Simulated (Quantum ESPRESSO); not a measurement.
## Hf4ScInY2 (input and log of a self-consistent run)

A calculation, not a measurement. The program is pw.x of Quantum ESPRESSO 7.5 (plane-wave density functional theory). The cell is made up: eight metal atoms on a hexagonal close-packed lattice, with elements, volume, strain and displacements drawn at random and not relaxed, so it may be unstable or far from any real phase. PseudoDojo standard norm-conserving files set the functional (PBE unless stated); there is no spin polarisation or spin-orbit coupling, the Fermi-Dirac width of 0.25 eV means electrons at about 2900 K, and the masses in the input are unused placeholders. Heavy elements are run without spin-orbit coupling, which real alloys of them have. A spin test at this wide smearing found no moment, but such smearing suppresses magnetism that the real alloy may have.

Input:

```
&control calculation='scf', pseudo_dir='./dojo.nc.sr.pbe.v0_5.standard.upf', outdir='./o', disk_io='medium', tprnfor=.true., tstress=.true. /
&system ibrav=0, nat=8, ntyp=4, nbnd=64, ecutwfc=77.98206166, nosym=.true., tot_charge=0,
 occupations='smearing', smearing='fd', degauss=0.0183746611
/
&electrons conv_thr=1.470e-08, electron_maxstep=70, mixing_beta=0.5 /
ATOMIC_SPECIES
Hf 1.0 Hf.upf
In 1.0 In.upf
Sc 1.0 Sc.upf
Y 1.0 Y.upf
CELL_PARAMETERS angstrom
3.3349 -0.0078 0.0075
1.6617 -2.8805 -5.3808
1.6348 8.6674 -5.4023
ATOMIC_POSITIONS angstrom
Hf 0.0334 -0.0086 0.0081
Sc 1.6895 2.8595 -5.4207
In 1.6776 -0.9344 -2.6678
Hf 3.2587 1.8988 -8.0635
Hf 3.305 5.779 -5.3827
Y 3.2641 -0.0354 -5.3564
Y 3.2987 1.9355 -2.7125
Hf 4.9478 4.8457 -8.0727
K_POINTS automatic
7 4 3 1 1 1
```

The log is shortened where brackets say so; the opening notice, blank lines, dates and the lines on written files are dropped, and the path of the files is cut. It prints rydbergs, bohrs and kilobars, and counts compression as positive stress. Its total energy is the free energy E - TS of the whole cell.

```
     Program PWSCF v.7.5
     Parallel version (MPI & OpenMP), running on       1 processor cores
     Number of MPI processes:                 1
     Threads/MPI process:                     1
     [start-up lines left out]
     bravais-lattice index     =            0
     lattice parameter (alat)  =       6.3021  a.u.
     unit-cell volume          =    1400.7447 (a.u.)^3
     number of atoms/cell      =            8
     number of atomic types    =            4
     number of electrons       =        94.00
     number of Kohn-Sham states=           64
     kinetic-energy cutoff     =      77.9821  Ry
     charge density cutoff     =     311.9282  Ry
     scf convergence threshold =      1.5E-08
     mixing beta               =       0.5000
     number of iterations used =            8  plain     mixing
     Exchange-correlation= PBE
                           (   1   4   3   4   0   0   0)
     [axes and pseudopotential details left out]
   Cartesian axes
     site n.     atom                  positions (alat units)
         1        Hf     tau(   1) = (   0.0100152  -0.0025788   0.0024288  )
         2        Sc     tau(   2) = (   0.5066092   0.8574425  -1.6254375  )
         3        In     tau(   3) = (   0.5030409  -0.2801868  -0.7999598  )
         4        Hf     tau(   4) = (   0.9771456   0.5693694  -2.4179009  )
         5        Hf     tau(   5) = (   0.9910290   1.7328764  -1.6140429  )
         6        Y      tau(   6) = (   0.9787648  -0.0106150  -1.6061566  )
         7        Y      tau(   7) = (   0.9891399   0.5803742  -0.8133634  )
         8        Hf     tau(   8) = (   1.4836349   1.4530194  -2.4206595  )
     number of k points=    42  Fermi-Dirac smearing, width (Ry)=  0.0184
                       cart. coord. in units 2pi/alat
        k(    1) = (   0.0715963   0.0120846  -0.0618315), wk =   0.0476190
        k(    2) = (   0.0709153  -0.1802523   0.0409218), wk =   0.0476190
     [further k points left out]
     Dense  grid:   130287 G-vectors     FFT dimensions: (  36,  72, 120)
     Estimated max dynamical RAM per process >     231.26 MB
     Initial potential from superposition of free atoms
     starting charge      93.9771, renormalised to      94.0000
     Starting wfcs are   79 randomized atomic wfcs
     total cpu time spent up to now is       26.3 secs
     per-process dynamical memory:   136.0 Mb
     Self-consistent Calculation
     iteration #  1     ecut=    77.98 Ry     beta= 0.50
     Davidson diagonalization with overlap
     ethr =  1.00E-02,  avg # of iterations =  2.5
     total cpu time spent up to now is       77.9 secs
     total energy              =    -843.14724746 Ry
     estimated scf accuracy    <       1.65188737 Ry
     iteration #  2     ecut=    77.98 Ry     beta= 0.50
     Davidson diagonalization with overlap
     ethr =  1.76E-03,  avg # of iterations =  9.4
     total cpu time spent up to now is      176.9 secs
     total energy              =    -841.63922249 Ry
     estimated scf accuracy    <      63.18569653 Ry
     iteration #  3     ecut=    77.98 Ry     beta= 0.50
     Davidson diagonalization with overlap
     ethr =  1.76E-03,  avg # of iterations =  6.6
     total cpu time spent up to now is      251.2 secs
     total energy              =    -844.10937010 Ry
     estimated scf accuracy    <       1.79236014 Ry
     iteration #  4     ecut=    77.98 Ry     beta= 0.50
     Davidson diagonalization with overlap
     ethr =  1.76E-03,  avg # of iterations =  2.3
     total cpu time spent up to now is      309.0 secs
     total energy              =    -844.20784611 Ry
     estimated scf accuracy    <       0.21972970 Ry
     iteration #  5     ecut=    77.98 Ry     beta= 0.50
     Davidson diagonalization with overlap
     ethr =  2.34E-04,  avg # of iterations =  9.2
     total cpu time spent up to now is      394.3 secs
     total energy              =    -844.22260160 Ry
     estimated scf accuracy    <       0.12288990 Ry
     [iterations 6 to 14 left out]
     iteration # 15     ecut=    77.98 Ry     beta= 0.50
     Davidson diagonalization with overlap
     ethr =  1.39E-09,  avg # of iterations =  6.2
     total cpu time spent up to now is      972.5 secs
     total energy              =    -844.23726303 Ry
     estimated scf accuracy    <       0.00000025 Ry
     iteration # 16     ecut=    77.98 Ry     beta= 0.50
     Davidson diagonalization with overlap
     ethr =  2.68E-10,  avg # of iterations =  2.4
     total cpu time spent up to now is     1023.3 secs
     total energy              =    -844.23726302 Ry
     estimated scf accuracy    <       0.00000032 Ry
     iteration # 17     ecut=    77.98 Ry     beta= 0.50
     Davidson diagonalization with overlap
     ethr =  2.68E-10,  avg # of iterations =  2.1
     total cpu time spent up to now is     1071.4 secs
     total energy              =    -844.23726305 Ry
     estimated scf accuracy    <       0.00000062 Ry
     iteration # 18     ecut=    77.98 Ry     beta= 0.50
     Davidson diagonalization with overlap
     ethr =  2.68E-10,  avg # of iterations =  1.0
     total cpu time spent up to now is     1120.4 secs
     total energy              =    -844.23726307 Ry
     estimated scf accuracy    <       0.00000002 Ry
     iteration # 19     ecut=    77.98 Ry     beta= 0.50
     Davidson diagonalization with overlap
     ethr =  1.66E-11,  avg # of iterations =  3.6
     total cpu time spent up to now is     1193.3 secs
     End of self-consistent calculation
     [lines on levels left out]
!    total energy              =    -844.23726307 Ry
     estimated scf accuracy    <          7.8E-09 Ry
     smearing contrib. (-TS)   =      -0.15041814 Ry
     internal energy E=F+TS    =    -844.08684493 Ry
     The total energy is F=E-TS. E is the sum of the following terms:
     one-electron contribution =    -208.06038382 Ry
     hartree contribution      =     135.85530244 Ry
     xc contribution           =    -201.77915475 Ry
     ewald contribution        =    -570.10260881 Ry
     convergence has been achieved in  19 iterations
     Forces acting on atoms (cartesian axes, Ry/au):
     atom    1 type  1   force =    -0.00557702   -0.04089567    0.00657212
     atom    2 type  3   force =    -0.00778027    0.03865156   -0.01979900
     atom    3 type  2   force =    -0.00343478   -0.02765642    0.01263398
     atom    4 type  1   force =     0.00666335    0.04018192   -0.02108688
     atom    5 type  1   force =     0.00006702    0.00416084    0.01727796
     atom    6 type  4   force =     0.00866818   -0.00683271    0.01098315
     atom    7 type  4   force =    -0.00065666   -0.00619129    0.00321151
     atom    8 type  1   force =     0.00205019   -0.00141825   -0.00979285
     Total force =     0.086271     Total SCF correction =     0.000165
     Computing stress (Cartesian axis) and pressure
          total   stress  (Ry/bohr**3)                   (kbar)     P=      -32.58
  -0.00018836   0.00000666  -0.00000688          -27.71        0.98       -1.01
   0.00000666  -0.00021264   0.00000734            0.98      -31.28        1.08
  -0.00000688   0.00000734  -0.00026342           -1.01        1.08      -38.75
     init_run     :     23.05s CPU     26.19s WALL (       1 calls)
     electrons    :   1100.91s CPU   1167.04s WALL (       1 calls)
     forces       :     10.11s CPU     10.23s WALL (       1 calls)
     stress       :     38.48s CPU     39.96s WALL (       1 calls)
     [timing details left out]
     PWSCF        :  19m32.89s CPU  20m44.62s WALL
     JOB DONE.
```

In other units: free energy -11486.433 eV for the cell, pressure -3.26 GPa, largest force component 1.051 eV/Å in size. The run took 1246 s of wall time with one process on a shared machine (AMD EPYC, Zen 5, virtual cores), so the time is rough. A rerun of this cell at a higher cutoff and on a denser mesh moved values by no more than 0.002 eV in energy, 0.06 GPa in stress and 0.006 eV/Å in force, and a second program with other atomic files agreed on that cell to 2 % rms in force and 0.5 GPa in pressure.